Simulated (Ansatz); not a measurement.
Magnetic and orbital states of NiS

The cell (4 atoms) is NiS as an experimental structure (space group P6_3/mmc). Source: COD entry 1538654; the sample's temperature and pressure aren't taken into account, and it need not be the stable phase.

```
Ni S
1.0
     3.42500    0.00000    0.00000
    -1.71250    2.96614    0.00000
     0.00000    0.00000    5.34000
Ni S
2 2
Direct
  0.00000 0.00000 0.00000
  0.00000 0.00000 0.50000
  0.33333 0.66667 0.25000
  0.66667 0.33333 0.75000
```

Atoms are numbered from 1 in the order listed.

Method: DFT, PBEsol, PAW, plane waves, scalar-relativistic in Ansatz development build ahead of 0.2.0.

* Plane-wave cutoff: 420 eV
* k-point mesh: 7×7×4 (Γ-centred)
* Occupations: Fermi–Dirac smearing, 0.05 eV
* Valence electrons: 48

Machine: 2 threads of x86-64 server CPU, with other jobs on the host.

Plain SCF: the run stops at the first self-consistent solution.

| start | iterations | wall time (s) | final moments of Ni1 Ni2 (μB) | total (μB) | gap (eV) | pressure (GPa) | F − F(lowest) (meV/atom) |
| --- | --- | --- | --- | --- | --- | --- | --- |
| parallel moments scaled by 1.5, plain SCF [Ni1 3.00, Ni2 3.00 μB] | 18 | 14 | 0.00 0.00 | 0.00 | none | -8.6 | 0.0 |
| parallel moments, plain SCF [Ni1 2.00, Ni2 2.00 μB] | 14 | 11 | 0.00 0.00 | 0.00 | none | -8.6 | 0.0 |
| opposed moments +-, plain SCF [Ni1 2.00, Ni2 -2.00 μB] | 19 | 19 | 0.00 0.00 | 0.00 | none | -8.6 | 0.0 |
| no spin polarisation | 8 | 6.2 | 0.00 0.00 | 0.00 | none | -8.6 | 0.0 |
| spin on, no moments given (the program may seed its own), plain SCF | 15 | 12 | 0.00 0.00 | 0.00 | none | -8.6 | 0.0 |

The 5 converged runs end in 1 distinct state. The lowest is non-magnetic, no gap on the k-mesh; it was reached by 5 starts. Spin polarisation gains nothing here: every starting moment dies out. The search isn't exhaustive: larger magnetic cells and non-collinear orders weren't tried.
